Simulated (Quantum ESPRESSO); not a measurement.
Band energies of BeTe

```xyz
2
Lattice="0.0000 2.8034 2.8034 2.8034 0.0000 2.8034 2.8034 2.8034 0.0000" Properties=species:S:1:pos:R:3 pbc="T T T"
Be     0.0000     0.0000     0.0000
Te     1.4017     1.4017     1.4017
```

norm-conserving PBEsol (Quantum ESPRESSO, 88 Ry, with spin-orbit coupling); path ΓXWKΓLUWLK,UX; energies in eV from the valence-band maximum.

```
k (1/Å)  point  band 20  band 21  band 22  band 23  band 24  band 25  band 26  band 27
-------  -----  -------  -------  -------  -------  -------  -------  -------  -------
0.00         Γ     0.00     3.28     3.28     3.34     3.34     3.34     3.34     3.53
0.22              -0.51     3.03     3.03     3.89     3.89     4.05     4.05     4.34
0.56              -1.80     2.25     2.25     4.05     4.05     6.06     6.06     6.33
0.90              -2.63     1.67     1.67     2.61     2.61     8.45     8.45     8.78
1.12         X    -2.80     1.54     1.54     2.32     2.32     9.32     9.32     9.69
1.23              -2.88     1.73     1.73     2.47     2.51     9.04     9.16     9.44
1.57              -3.46     3.96     3.98     4.50     4.57     6.22     6.26     6.66
1.68         W    -3.52     4.85     4.89     5.21     5.23     5.27     5.27     5.87
1.95              -2.78     2.72     2.77     4.93     5.03     6.94     7.05     7.42
2.08         K    -2.56     2.30     2.33     4.89     4.99     7.55     7.62     7.95
2.18              -2.34     2.55     2.58     6.06     6.17     6.94     6.97     7.41
2.47              -1.51     3.41     3.44     5.22     5.24     5.81     5.89     6.28
2.77              -0.71     3.75     3.75     4.02     4.04     4.51     4.56     5.92
3.07              -0.19     3.37     3.40     3.42     3.43     3.61     3.66     4.44
3.27         Γ     0.00     3.28     3.28     3.34     3.34     3.34     3.34     3.53
3.37              -0.06     3.31     3.31     3.38     3.38     3.42     3.42     3.86
3.70              -0.63     3.07     3.07     4.05     4.05     4.15     4.17     6.39
3.91              -0.99     2.89     2.89     4.27     4.27     4.36     4.37     7.40
4.24         L    -1.21     2.79     2.79     4.25     4.25     4.31     4.31     7.37
4.53              -1.79     3.17     3.19     4.71     4.74     5.21     5.22     7.58
4.82              -2.42     2.46     2.49     5.57     5.68     7.05     7.11     7.36
4.92         U    -2.56     2.30     2.33     4.89     4.99     7.55     7.62     7.95
5.12              -3.01     3.18     3.25     4.99     5.08     6.48     6.58     6.97
5.32         W    -3.52     4.85     4.89     5.21     5.23     5.27     5.27     5.87
5.42              -3.31     4.59     4.66     4.90     4.96     5.69     5.72     6.08
5.62              -2.55     4.01     4.07     4.25     4.37     6.69     6.75     7.00
5.91              -1.55     3.29     3.33     4.03     4.14     4.75     4.88     7.67
6.11         L    -1.21     2.79     2.79     4.25     4.25     4.31     4.31     7.37
6.20              -1.30     2.91     2.93     4.21     4.24     4.38     4.38     7.44
6.45              -1.91     3.06     3.08     5.07     5.11     5.51     5.51     7.36
6.71              -2.44     2.44     2.47     5.48     5.59     7.12     7.19     7.45
6.80         K    -2.56     2.30     2.33     4.89     4.99     7.55     7.62     7.95
6.80         U    -2.56     2.30     2.33     4.89     4.99     7.55     7.62     7.95
6.90              -2.73     2.09     2.11     3.82     3.91     8.15     8.26     8.52
7.19         X    -2.80     1.54     1.54     2.32     2.32     9.32     9.32     9.69
```

The PBEsol gap is indirect, 1.54 eV, from Γ to X; the smallest direct gap is 3.28 eV.

Geometry relaxed with PBEsol.
